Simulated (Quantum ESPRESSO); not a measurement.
## Band energies of Na2CO3

```
CELL_PARAMETERS angstrom
      4.39238    -2.63220     0.00000
      4.39238     2.63220     0.00000
     -1.35210     0.00000     5.76531
ATOMIC_POSITIONS crystal
  C  0.33597 0.33597 0.75072
  C  0.66403 0.66403 0.24928
  O  0.21181 0.21181 0.83263
  O  0.78819 0.78819 0.16737
  O  0.38969 0.81339 0.29179
  O  0.61031 0.18661 0.70821
  O  0.18661 0.61031 0.70821
  O  0.81339 0.38969 0.29179
  Na 0.66907 0.66907 0.74079
  Na 0.33093 0.33093 0.25921
  Na 0.00000 0.00000 0.00000
  Na 0.00000 0.00000 0.50000
```

PBEsol (pw.x of Quantum ESPRESSO, ONCV potentials, no spin-orbit coupling); path ΓYFLI,I1ZF1,YX1,XΓN,MΓ; energies in eV from the valence-band maximum.

```
k (1/Å)  point  band 36  band 37  band 38  band 39  band 40  band 41  band 42  band 43
-------  -----  -------  -------  -------  -------  -------  -------  -------  -------
0.00         Γ    -1.75    -1.71    -1.56    -0.07    -0.05     4.13     5.42     5.45
0.58              -1.70    -1.58    -1.41    -0.34    -0.14     4.96     5.32     5.98
1.17         Y    -1.72    -1.70    -1.27    -0.48    -0.32     4.97     5.36     6.70
1.37              -1.69    -1.69    -1.32    -0.44    -0.27     5.03     5.29     5.82
1.78         F    -1.80    -1.59    -1.55    -0.25    -0.06     4.64     5.18     5.52
1.96              -1.75    -1.61    -1.50    -0.29    -0.11     4.67     5.27     5.38
2.65              -1.68    -1.65    -1.39    -0.50    -0.26     4.97     5.28     6.42
2.82         L    -1.68    -1.64    -1.45    -0.51    -0.27     5.00     5.21     6.25
3.27         I    -1.78    -1.70    -1.64    -0.57    -0.45     5.35     5.44     6.68
3.27        I1    -1.78    -1.70    -1.64    -0.57    -0.45     5.35     5.44     6.68
3.83              -1.83    -1.58    -1.43    -0.23    -0.07     5.04     5.43     6.20
4.02         Z    -1.89    -1.49    -1.39    -0.16     0.00     4.93     5.34     6.11
4.53              -1.69    -1.64    -1.36    -0.44    -0.22     4.94     5.34     6.48
5.05              -1.70    -1.60    -1.51    -0.38    -0.17     4.99     5.14     5.50
5.22        F1    -1.80    -1.59    -1.55    -0.25    -0.06     4.64     5.18     5.52
5.22         Y    -1.72    -1.70    -1.27    -0.48    -0.32     4.97     5.36     6.70
5.25        X1    -1.73    -1.69    -1.27    -0.48    -0.32     4.97     5.36     6.70
5.25         X    -1.73    -1.69    -1.27    -0.48    -0.32     4.97     5.36     6.70
6.02              -1.83    -1.76    -1.63    -0.37    -0.25     4.93     5.50     5.53
6.41         Γ    -1.75    -1.71    -1.56    -0.07    -0.05     4.13     5.42     5.45
6.62              -1.77    -1.70    -1.61    -0.18    -0.07     4.38     5.34     5.54
7.25         N    -1.87    -1.73    -1.67    -0.57    -0.39     5.45     5.53     6.48
7.25         M    -1.84    -1.70    -1.59    -0.58    -0.37     5.48     5.50     5.89
7.95         Γ    -1.75    -1.71    -1.56    -0.07    -0.05     4.13     5.42     5.45
```

The PBEsol gap is indirect, 4.13 eV, from Z to Γ; the smallest direct gap is 4.18 eV.

Geometry of the Materials Project entry, not relaxed at this level.
